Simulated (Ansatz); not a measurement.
SrTiO$_{3}$ (cubic perovskite)

```
CELL_PARAMETERS angstrom
      3.93647     0.00000     0.00000
      0.00000     3.93647     0.00000
      0.00000     0.00000     3.93647
ATOMIC_POSITIONS crystal
  Sr 0.00000 0.00000 0.00000
  Ti 0.50000 0.50000 0.50000
  O  0.00000 0.50000 0.50000
  O  0.50000 0.50000 0.00000
  O  0.50000 0.00000 0.50000
```

Scan: atom 1 (Sr, nearest neighbour O at 2.784 Å; its periodic images, 3.9 Å or more away, move with it) is displaced along Cartesian [110], direction (0.707, 0.707, 0.000) in Cartesian axes, by s. The other atoms stay.

The numbers are results of PBE (plane waves to 420 eV, PAW, scalar-relativistic; Ansatz, an electronic-structure program), not measurements. k mesh 7×7×7 (Γ-centred), Fermi-Dirac smearing 0.05 eV. Energies are smeared free energies. Compression counts positive. Left out: 2 of 11 points, with atoms too close for the PAW data. F∥ is the force on the atom along that direction. SrTiO3 is run without spin polarisation. SrTiO3 was relaxed with its symmetry unable to fall. ΔE is measured from the undisplaced structure.

```
s (Å)   ΔE (eV/cell)  F∥ (eV/Å)  P (GPa)
------  ------------  ---------  -------
-0.672         1.270      5.537     12.2
-0.504         0.576      2.964      6.3
-0.336         0.215      1.468      2.6
-0.168         0.048      0.591      0.6
0.000          0.000      0.000      0.0
0.168          0.048     -0.591      0.6
0.336          0.215     -1.468      2.6
0.504          0.576     -2.964      6.3
0.672          1.270     -5.537     12.2
```

What the scan shows:

- Energy at s = 0.672 Å = 1270 meV/cell
- Force along the line at s = -0.672 Å = 5.54 eV/Å
- Symmetry of the curve = even: the same for both signs
- Shape of the curve = a single well with its minimum at or next to zero displacement
- Force constant k = d²E/ds² at s = 0 (finite differences) = 3.24 eV/Å²
- Harmonic estimate at the end of the scan = ½ks² = 731 meV/cell against the computed 1270 meV/cell, so the well is stiffer than harmonic there

(A displaced cell: forces are minus the slopes of the energy, force constants its curvatures, and phonons follow from these.)
